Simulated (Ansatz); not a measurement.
This log comes from Ansatz, run on Be3CdS4 as one 8-atom ordering (I-42m) on the zincblende lattice. The starting cell comes from a relaxation with PBE.

Starting structure:
```
CELL_PARAMETERS angstrom
-2.58273 2.58273 5.06406
2.58273 -2.58273 5.06406
2.58273 2.58273 -5.06406
ATOMIC_POSITIONS crystal
Be 0.75000 0.25000 0.50000
S 0.14319 0.58093 0.00000
Be 0.50000 0.50000 0.00000
S 0.85681 0.85681 0.43774
Be 0.25000 0.75000 0.50000
S 0.58093 0.14319 0.00000
Cd 0.00000 0.00000 0.00000
S 0.41907 0.41907 0.56226
```

Output, abridged:
```
Pseudopotential: Be, paw, valence charge 2, recommended cutoff 500 eV (meta_gga)
Pseudopotential: S, paw, valence charge 6, recommended cutoff 500 eV (meta_gga)
Pseudopotential: Cd, paw, valence charge 20, recommended cutoff 500 eV (meta_gga)
Functional definition: r2SCAN
Crystal: 8 atoms, lattice volume = 135.119 Å³
Basis set: ecut = 500 eV, 3459 PW (Γ)
Bands: 33, of which v1, the nominal top of the filled ones, is band 25 counted from 1 (24 counted from 0)
Symmetry: 8 space group operations
Space group: I-42m (ITA 121)
k-points: 30 of 216 (time reversal used)
preconditioner: auto → Resta (q_TF=auto, 2.312 Å⁻¹)  ε∞=4.1  [insulator: Δε(μ)=3.567 eV  σ=0.020 eV  ℏωp=20.7 eV]
relax step 1: F+E_penalty+E_count = -12179.84213482 eV  max|allowed force component| = 6.221e-2 eV/Å  Δτ_max = 0.0000 Å  P = -0.773 GPa  Ω = 135.119 Å³
relax step 2: F+E_penalty+E_count = -12179.84608478 eV  max|allowed force component| = 2.464e-2 eV/Å  Δτ_max = 0.0093 Å  P = -0.097 GPa  Ω = 134.174 Å³
relax step 3: F+E_penalty+E_count = -12179.84642821 eV  max|allowed force component| = 3.535e-3 eV/Å  Δτ_max = 0.0033 Å  P = +0.026 GPa  Ω = 133.940 Å³
relax step 4: F+E_penalty+E_count = -12179.84621882 eV  max|allowed force component| = 3.547e-3 eV/Å  Δτ_max = 0.0000 Å  P = +0.025 GPa  Ω = 133.940 Å³  (SCF on a basis re-selected at this cell)
SCF converged after 5 iterations
Free energy (F): -12179.846219 eV
Fermi energy:    7.724004 eV
--- Per-component energies (eV) ---
  E_band       = -540.461834
  E_kinetic    = 993.863517
  E_local      = -4895.735527
  E_nonlocal   = 158.934532
  E_hartree    = 2220.845614
  E_xc         = -593.367765
  E_vxc        = -692.412483
  E_paw        = -6726.283936
  E_vpaw       = -584.490548
  E_vtau       = 37.687294
  E_ewald      = -3337.062744
  E_core_change = -1.039919
--- Forces (eV/Å), atoms counted from 1 ---
  atom   1  Be      0.00000      0.00000      0.00000
  atom   2  S       0.00171    -0.00171      0.00355
  atom   3  Be      0.00000      0.00000      0.00000
  atom   4  S       0.00171      0.00171    -0.00355
  atom   5  Be      0.00000      0.00000      0.00000
  atom   6  S     -0.00171      0.00171      0.00355
  atom   7  Cd      0.00000      0.00000      0.00000
  atom   8  S     -0.00171    -0.00171    -0.00355
--- Stress (GPa, compression-positive) ---
        0.030511       0.000000       0.000000
        0.000000       0.030511       0.000000
        0.000000       0.000000       0.015112
  P = ⅓ Tr σ = 0.0254 GPa (0.254 kbar)
--- Relaxed structure (3 steps of the walk, 3 accepted, 1 SCFs on fresh bases) ---
  F+E_penalty+E_count = -12179.84621882 eV   max|allowed force component| = 3.547e-3 eV/Å
  cell:  # Å, volume = 133.9400 Å³
    - [-2.576264, 2.576264, 5.045098]
    - [2.576264, -2.576264, 5.045098]
    - [2.576264, 2.576264, -5.045098]
  atoms:
    - { symbol: Be, position: [0.750000, 0.250000, 0.500000] }
    - { symbol: S, position: [0.142869, 0.581941, 0.000000] }
    - { symbol: Be, position: [0.500000, 0.500000, 0.000000] }
    - { symbol: S, position: [0.857131, 0.857131, 0.439072] }
    - { symbol: Be, position: [0.250000, 0.750000, 0.500000] }
    - { symbol: S, position: [0.581941, 0.142869, 0.000000] }
    - { symbol: Cd, position: [0.000000, 0.000000, 0.000000] }
    - { symbol: S, position: [0.418059, 0.418059, 0.560928] }
```

Question: Which of these blocks stood in the input: relax, gw, phonons, dielectric, magnetization (spin_orbit)?

Answer: relax. The relax steps with a changing cell volume need the relax block with cell.

Question: Which k mesh was typed?

Answer: 6×6×6, Γ-centred.

Question: How were the bands filled?

Answer: With smearing of width σ = 0.02 eV (Fermi-Dirac in this run).

Command: `ansatz run input.yaml --threads 2 --pin off --max-ram 18432MiB --backend cpu --events-out ev --progress --plain --runs-dir out`. Wall time 29 s on 2 threads of AMD EPYC 7R13 Processor (Zen 3) (shared host), load about 4.6 per core; peak host memory 0.96 GiB.

(Calculated; spin-unpolarised; the phase may be known or hypothetical.)
